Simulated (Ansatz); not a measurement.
The elements of this relaxed trial crystal are hidden behind letters.

```
lattice vectors (Å)
   5.8851    0.0000    0.0000
   0.0000    5.8851    0.0000
   0.0000    0.0000    5.8851
fractional positions
X 0.5000 0.5000 0.5000
Z 0.0000 0.5000 0.0000
Z 0.0000 0.0000 0.5000
Z 0.5000 0.0000 0.0000
Q 0.5000 0.0000 0.5000
Q 0.5000 0.5000 0.0000
Q 0.0000 0.5000 0.5000
Q 0.0000 0.0000 0.0000
```

Computed with DFT PBE, scalar-relativistic, plane waves, PAW in Ansatz. Cutoff 420 eV, Γ-centred 6×6×6 mesh (8-atom cell), Gaussian smearing of 0.10 eV, no spin polarisation.

| Property | Result |
| --- | --- |
| Space group | Pm-3m (No. 221) |
| Conventional cell | a = 5.885 Å |
| Volume per atom | 25.48 Å³ |
| Density | 4.72 g/cm³ |
| Formation energy | −0.13 eV/atom |
| Gap on the 6×6×6 mesh of the 8-atom cell | 0 eV (a metal) |

Energies are uncorrected and count from the elements' standard states at the same level.

Task: X is an s-block element of period 5, Z is a p-block element of period 5 and Q is a p-block element of period 3. Which elements are they?

Result: X = Rb, Z = Sb, Q = S, so the formula is RbSb3S4. Density times volume gives a mean mass of 4.72 × 25.48/1.6605 = 72.4 u per atom, and this set has 72.4 u. Rb has 6 S at 2.94 Å and 12 Sb at 4.16 Å; Sb is surrounded by 6 S at 2.94 Å; S on a site of symmetry 4/mmm is surrounded by 2 Rb at 2.94 Å and 4 Sb at 2.94 Å; 1 more site not described. Other sets within the hints have nearly the same mass, so mass alone doesn't settle it; this one was computed.

The end has R-3m (No. 166) at a tolerance of 0.01 Å; the cell shown is made exact in the group found at 0.05 Å. These runs have no spin–orbit coupling, which can matter for Sb. Symmetry constrained the relaxation, so the result can be a saddle point.
